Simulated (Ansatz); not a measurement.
TaRh3N4: rattling a relaxed structure

The structure comes from a generated guess, relaxed at this level; another structure or a mixture of phases may lie lower.

Computed with DFT PBE, scalar-relativistic, plane waves, PAW in Ansatz. Settings: cutoff 420 eV, Γ-centred mesh 8×8×8 on the computed 8-atom cell, Gaussian smearing of 0.10 eV; no spin polarisation.

The cell below (8 atoms, space group P-43m (No. 215)) is relaxed within its symmetry.

```
Ta Rh N
1.0
     4.64877    0.00000    0.00000
     0.00000    4.64877    0.00000
     0.00000    0.00000    4.64877
Ta Rh N
1 3 4
Direct
  0.50000 0.50000 0.50000
  0.00000 0.00000 0.50000
  0.00000 0.50000 0.00000
  0.50000 0.00000 0.00000
  0.74588 0.74588 0.25412
  0.74588 0.25412 0.74588
  0.25412 0.74588 0.74588
  0.25412 0.25412 0.25412
```

For the test it was strained at random (σ = 1.5 % a component), the atoms were moved at random (σ = 0.10 Å), and all was relaxed again on a coarse 6×6×6 mesh (in the run’s order of axes) with 0.20 eV smearing, with no symmetry imposed.

These runs have no spin–orbit coupling, which can matter for Ta.

Q: What happens?

A: It doesn't return. The energy falls by 24 meV/atom on that mesh, the volume changes by -4.1 %, and the end has space group Cm (No. 8) at a loose tolerance. Relaxed again on an 8×8×8 mesh with 0.10 eV smearing, the new structure lies 25 meV/atom below the first (mesh in the axes of the run's cell; the cell below is made exact in the group named). Space group Cm (No. 8), monoclinic, a = 6.392 Å, b = 6.609 Å, c = 4.556 Å, β = 91.0°. Ta is surrounded by 4 N at 1.97–2.01 Å, 1 Rh at 2.85 Å, 2 Rh at 3.06 Å, 1 N at 3.07 Å, 8 Rh at 3.25–3.42 Å and 2 N at 3.29 Å; around Rh on a site of symmetry m lie 4 N at 2.00–2.08 Å, 1 Ta at 2.85 Å, 4 Rh at 2.90–3.04 Å and 2 Ta at 3.38 Å; Rh on a site of symmetry 1 is surrounded by 4 N at 1.99–2.06 Å, 3 Rh at 2.90–3.04 Å, 1 Ta at 3.06 Å, 2 Rh at 3.22 Å and 3 Ta at 3.25–3.42 Å; N on a site of symmetry 1 is surrounded by 1 Ta at 2.01 Å and 3 Rh at 2.06–2.08 Å; 2 more sites not described.

```
Ta Rh N
1.0
     3.19617   -3.30447    0.00000
     3.19617    3.30447    0.00000
    -0.07835    0.00000    4.55550
Ta Rh N
1 3 4
Cartesian
  2.8488 0.0000 2.0318
  0.0573 0.0000 2.5982
  4.7679 1.4475 4.4692
  4.7679 -1.4475 4.4692
  3.2597 -1.7744 1.1886
  1.7331 0.0000 3.6941
  4.4812 0.0000 3.1383
  3.2597 1.7744 1.1886
```
